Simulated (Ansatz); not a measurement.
One starting cell of Zr (a generated cell, Zr placed in the dhcp structure type) was relaxed twice with Ansatz (plane waves, PAW, scalar-relativistic): with r2SCAN at 500 eV and with PBE at 420 eV. The r2SCAN result:

```yaml
crystal:
  lattice:
    - [3.24227, 0.00000, 0.00000]
    - [-1.62113, 2.80789, 0.00000]
    - [0.00000, 0.00000, 10.36554]
  atoms:
    - { symbol: Zr, position: [0.00000, 0.00000, 0.00000] }
    - { symbol: Zr, position: [0.00000, 0.00000, 0.50000] }
    - { symbol: Zr, position: [0.33333, 0.66667, 0.25000] }
    - { symbol: Zr, position: [0.66667, 0.33333, 0.75000] }
```

```csv
quantity,r2SCAN,PBE
space group,P6₃/mmc,P6₃/mmc
volume (Å³/atom),23.59,…
a (Å),3.242,…
c (Å),10.366,…
"gap (eV, no spin-orbit coupling)",0.00,…
```

**Question.** What does PBE give for the same quantities?

**Answer.** 
- volume (Å³/atom), PBE: 23.41
- a (Å), PBE: 3.222
- c (Å), PBE: 10.415
- gap (eV, no spin-orbit coupling), PBE: 0.00

Both levels end in the same structure; PBE's volume is 0.8 % smaller. Neither column is exact.

No spin polarisation in the result.

The run could not lose the symmetry of its start; a randomly shaken copy of 8 atoms returns to this structure.

All atoms sit on sites fixed by symmetry, so only the cell could relax.

The relaxed structure here is a generated cell of Zr: the first start was made by placing the elements on the sites of a structure type, and the end was not matched to a known phase here, so it may be hypothetical. A known form of Zr has the same space group but another cell.

Ansatz is a first-principles code.
